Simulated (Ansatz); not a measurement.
Nb₃Te₄ (space group P6_3/m)

```
Nb3Te4
1.0
   10.66338     0.00000     0.00000
   -5.33169     9.23475     0.00000
    0.00000     0.00000     3.59287
Nb Te
6 8
Direct
  0.48879   0.10302   0.25000
  0.51121   0.89698   0.75000
  0.38577   0.48879   0.75000
  0.61423   0.51121   0.25000
  0.89698   0.38577   0.25000
  0.10302   0.61423   0.75000
  0.66667   0.33333   0.75000
  0.33333   0.66667   0.25000
  0.33832   0.27109   0.25000
  0.66168   0.72891   0.75000
  0.06723   0.33832   0.75000
  0.93277   0.66168   0.25000
  0.72891   0.06723   0.25000
  0.27109   0.93277   0.75000
```

The slice is a (-1 1 0 0) plane (indices of the conventional cell) through the point (0.489, 0.103, 0.250) (fractional), spanned by u = [001] and v = [110] in vectors of this cell: u (3.59 Å) and v (10.66 Å, at 90° to u). It covers one period; positions are fractions (u, v).

The numbers are results of PBEsol (plane waves to 420 eV, PAW, scalar-relativistic; Ansatz, a program for electronic structure), not measurements. k mesh 4×4×10. Inside the PAW spheres the values are not all-electron values, and peaks at nuclei hang on which shells count as valence. Nb3Te4 is run without spin polarisation. Nb3Te4 was relaxed with its symmetry unable to fall. Spin-orbit coupling is left out, though Te is heavy.

Question: Predict the map of the electron localisation function (ELF) on the slice.

Answer: 
```tsv
v \ u	0.00	0.09	0.18	0.27	0.36	0.45	0.55	0.64	0.73	0.82	0.91
0.94	0.75	0.67	0.32	0.16	0.33	0.47	0.47	0.33	0.16	0.32	0.67
0.84	0.24	0.40	0.62	0.52	0.39	0.22	0.22	0.39	0.52	0.62	0.40
0.75	0.07	0.19	0.49	0.53	0.49	0.41	0.41	0.49	0.53	0.49	0.19
0.66	0.13	0.14	0.17	0.21	0.21	0.21	0.21	0.21	0.21	0.17	0.14
0.56	0.54	0.55	0.48	0.27	0.27	0.41	0.41	0.27	0.27	0.48	0.55
0.47	0.53	0.56	0.61	0.52	0.28	0.14	0.14	0.28	0.52	0.61	0.56
0.38	0.23	0.21	0.19	0.18	0.19	0.19	0.19	0.19	0.18	0.19	0.21
0.28	0.12	0.17	0.39	0.61	0.58	0.52	0.52	0.58	0.61	0.39	0.17
0.19	0.20	0.34	0.56	0.50	0.36	0.15	0.15	0.36	0.50	0.56	0.34
0.09	0.30	0.22	0.16	0.34	0.60	0.66	0.66	0.60	0.34	0.16	0.22
0.00	x	x	0.73	0.27	0.13	0.28	0.28	0.13	0.27	0.73	x
```

Values: electron localisation function (ELF). Points within 0.5 Å of a nucleus are blanked (x), as the pseudised field means little there.
